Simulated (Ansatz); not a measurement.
**Property card for In₃P**

The calculation used Ansatz 0.2.0, DFT PBE, scalar-relativistic, plane waves, PAW.

Plane waves to 420 eV, a k mesh through Γ of 14×14×6 on the computed 4-atom cell and Gaussian smearing (0.10 eV); no spin polarisation.

The structure is relaxed at this level of theory with its symmetry kept, and needn't be the ground state of this composition.

```cif
data_structure
_symmetry_space_group_name_H-M 'Cmmm'
_symmetry_Int_Tables_number 65
_cell_length_a 5.0152
_cell_length_b 5.0549
_cell_length_c 7.7074
_cell_angle_alpha 90.000
_cell_angle_beta 90.000
_cell_angle_gamma 90.000
_cell_volume 195.39
loop_
_atom_site_label
_atom_site_type_symbol
_atom_site_symmetry_multiplicity
_atom_site_Wyckoff_symbol
_atom_site_fract_x
_atom_site_fract_y
_atom_site_fract_z
_atom_site_occupancy
In1 In 4 l 0.50000 0.00000 0.79614 1
In2 In 2 d 0.00000 0.00000 0.50000 1
P1 P 2 a 0.00000 0.00000 0.00000 1
```

Question: Formation energy from the elements' standard states (uncorrected)?

Answer: +0.102 eV/atom.

Question: Kohn–Sham band gap?

Answer: none (metal).

Question: Density of states at the Fermi level?

Answer: 1.3 states/eV per cell.

Question: Orbital (Löwdin) character within 0.5 eV of the Fermi level?

Answer: In 5p 41 %, P 3p 35 %, In 5s 20 %.

Question: Bader charge by site (e)?

Answer: In (2 in the cell) 0.36, In (1 in the cell) 0.13, P (1 in the cell) -0.85.

The cell was found from a structure generator's guess, not taken from experiment. Löwdin shares on free-atom orbitals overweight diffuse shells.
